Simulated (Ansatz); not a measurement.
Ba$_{2}$PCl:
```
CELL_PARAMETERS angstrom
      2.33172     1.34622     7.55603
     -2.33172     1.34622     7.55603
      0.00000    -2.69244     7.55603
ATOMIC_POSITIONS crystal
  Ba 0.75880 0.75880 0.75880
  Ba 0.24120 0.24120 0.24120
  P  0.50000 0.50000 0.50000
  Cl 0.00000 0.00000 0.00000
```

Relaxed with r²SCAN.

Give the Bader charges and basin volumes of the independent atoms, plane-wave PAW r²SCAN (Ansatz code).



| atom | Bader charge (e) | Bader volume (Å³) |
|---|---|---|
| Ba1 | +1.39 | 30.2 |
| P3 | -1.90 | 43.9 |
| Cl4 | -0.88 | 38.0 |

Space group R-3m. The workflow started from a Materials Project entry (that database holds measured and hypothetical structures alike); the Crystallography Open Database files this formula in space group No. 166, but the cells were not matched. Its standing as an ambient phase is unchecked. Symmetry was held in the r²SCAN relaxation; whether a distortion lowers the energy is not shown. Scalar-relativistic: spin–orbit coupling is off unless named, which matters more the heavier the elements.

Potentials: the later of the program's two PAW sets.
